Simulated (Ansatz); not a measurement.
A geometry of Mg away from equilibrium: step 2 of the relaxation of a generated cell, Mg built in the AFLOW prototype A_oP8_62_2c (A_c). All values below come from r2SCAN (plane waves to 500 eV, PAW, scalar-relativistic; Ansatz, an electronic-structure program). Γ-centred k-mesh 5×7×6 on the run's cell (coarser than for final values), Fermi–Dirac smearing 0.05 eV.

```xyz
8
Lattice="6.9889 0.0000 0.0000 0.0000 5.1184 0.0000 0.0000 0.0000 5.2634" Properties=species:S:1:pos:R:3:forces:R:3 pbc="T T T" free_energy=-15409.904 pressure_GPa=0.5
Mg     3.4070     1.2796     1.5619    0.5112    0.0000   -0.1218
Mg     6.9014     1.2796     1.0698    0.5112    0.0000    0.1218
Mg     3.5818     3.8388     3.7015   -0.5112    0.0000    0.1218
Mg     0.0874     3.8388     4.1935   -0.5112    0.0000   -0.1218
Mg     1.3887     1.2796     3.6137    0.5265    0.0000    0.5109
Mg     4.8831     1.2796     4.2813    0.5265    0.0000   -0.5109
Mg     5.6001     3.8388     1.6497   -0.5265    0.0000   -0.5109
Mg     2.1057     3.8388     0.9820   -0.5265    0.0000    0.5109
```

Positions in Å, forces in eV/Å, free energy of the cell in eV (comparable only within this code, potentials and settings). Largest force: 0.73 eV/Å, on Mg5, Mg6, Mg7, Mg8 (atoms numbered as listed); the geometry lies 0.15 eV/atom above the end of its relaxation.

No spin polarisation in the result.

The run could not lower the symmetry of its start; a shaken copy of this end point relaxes with r2SCAN to P6₃/mmc (No. 194), 0.03 eV/atom lower.

The end of the path is a generated cell of Mg: the first start was made by placing the elements on the sites of a structure type, and the end was not matched to a known phase here, so it may be hypothetical. Known forms of Mg include space group No. 194.
